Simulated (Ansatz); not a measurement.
One crystal and one scan (frozen-phonon scan) at two levels, r2SCAN (plane waves to 500 eV, PAW, scalar-relativistic; Ansatz, a quantum-chemistry and plane-wave program) and PBE (plane waves to 420 eV, PAW, scalar-relativistic; Ansatz), each from its own relaxed cell and on its own mesh. The cell shown is that of r2SCAN.

Relaxed LiF (rock salt):

```yaml
crystal:
  lattice:
    - [0.00000, 3.99020, 3.99020]
    - [1.99510, 0.00000, 1.99510]
    - [1.99510, 1.99510, 0.00000]
  atoms:
    - { symbol: F, position: [0.00000, 0.00000, 0.00000] }
    - { symbol: F, position: [0.50000, 0.00000, 0.00000] }
    - { symbol: Li, position: [0.25000, 0.50000, 0.50000] }
    - { symbol: Li, position: [0.75000, 0.50000, 0.50000] }
```

A phonon eigenvector at L = (0.5, 0.0, 0.0) is frozen into this cell: atom i moves by Q times the vector below, so Q is the largest atomic displacement, in Å. The cell is held. It is one choice among 2 degenerate patterns. (q is in reciprocal vectors of the primitive cell; the cell shown is doubled to hold the pattern.)

| atom | x | y | z |
|---|---|---|---|
| Li3 | -0.285 | 0.520 | -0.805 |
| Li4 | 0.285 | -0.520 | 0.805 |

Atoms not listed stay in place.

LiF was relaxed with its symmetry unable to fall. Percentages come from the unrounded values. Both scans cover Q from -0.180 to 0.180 Å.

Results of r2SCAN:

```
Item                                                                                                                                              Result
----------------------------------------------------------------------------------------  --------------------------------------------------------------
Lattice constant a (Å)                                                                                                                             3.990
Band gap of the relaxed cell, no spin-orbit coupling (eV)                                                                                          10.33
Energy at Q = 0.180 Å (meV/cell)                                                                                                                    76.7
Harmonic wavenumber from the curvature (finite differences) (cm⁻¹ (negative: imaginary))                                                             301
Space group of the distorted cell                                                                                        P-1 (No. 2), lowered from Fm-3m
Symmetry of the curve                                                                                                      even: the same for both signs
Shape of the curve                                                                        a single well with its minimum at or next to zero displacement
```

**Question.** What does PBE give for the same quantities?

**Answer.** 
```tsv
quantity	PBE	r2SCAN − PBE
Lattice constant a (Å)	4.068	-0.078 (-1.9 %)
Band gap of the relaxed cell, no spin-orbit coupling (eV)	8.83	+1.50 (+17 %)
Energy at Q = 0.180 Å (meV/cell)	57.0	+19.7 (+35 %)
Harmonic wavenumber from the curvature (finite differences) (cm⁻¹ (negative: imaginary))	259	+42 (+16 %)
```

r2SCAN gives the higher value for: band gap of the relaxed cell, no spin-orbit coupling; energy at Q = 0.180 Å; harmonic wavenumber from the curvature. r2SCAN gives the lower value for: lattice constant a. Both give the same space group of the distorted cell: P-1 (No. 2), lowered from Fm-3m. Neither level is exact: the differences show how much the result hangs on the functional.

(A displaced cell: forces are minus the slopes of the energy, force constants its curvatures, and phonons follow from these.)
